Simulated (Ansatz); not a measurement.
WO$_{3}$ in space group Cmcm (No. 63; W on 4c, O on 4b, O on 8g), LDA in the plane-wave PAW code Ansatz. The conduction-band minimum lies at Γ, with 1 equivalent valley. Second derivatives d²E/dk² of the lowest band at one valley (eV·Å²), along Cartesian directions:

| direction | d²E/dk² |
|---|---|
| [100] | 16.18 |
| [010] | 13.06 |
| [001] | 40.06 |
| [110] | 14.36 |
| [101] | 28.12 |
| [011] | 26.56 |

Q: Find the principal effective masses, the density-of-states mass and the conductivity mass.

A: Off-diagonal terms follow from H_xy = H[110] − (H_xx + H_yy)/2, and m*/mₑ = 7.620 eV·Å² over each eigenvalue: 0.19, 0.47, 0.58. One valley's DOS mass (m₁m₂m₃)^(1/3) = 0.37, conductivity mass 3/(Σ 1/mᵢ) = 0.33 mₑ.

Q: What effective density of states Nc follows at 300 K for parabolic valleys?

A: Nc = 2.509e19 × 1 × (0.37)^(3/2) ≈ 5.6e18 cm⁻³.

Q: With the computed static dielectric constant 258 (mean of the diagonal), estimate a hydrogenic donor's binding energy and radius.

A: E = 13.606 eV × 0.33/258² ≈ 0.067 meV; a = 0.529 Å × ε/m* ≈ 410 Å. Semilocal masses tend to be too small where the gap is.

The workflow started from a Materials Project entry (that database holds measured and hypothetical structures alike); the Crystallography Open Database copy checked does not list it. COD files the formula under space group No. 2, 14, 62, 129, 130, 191, so this cell is another polymorph or a model. Its standing as an ambient phase is unchecked. The LDA relaxation kept the symmetry of its start; phonons on a q-mesh show weakly imaginary modes. The run is not spin-polarised. No Hubbard U is applied. Spin–orbit coupling is left out wherever it is not named.

Potentials: the later of the program's two PAW sets.
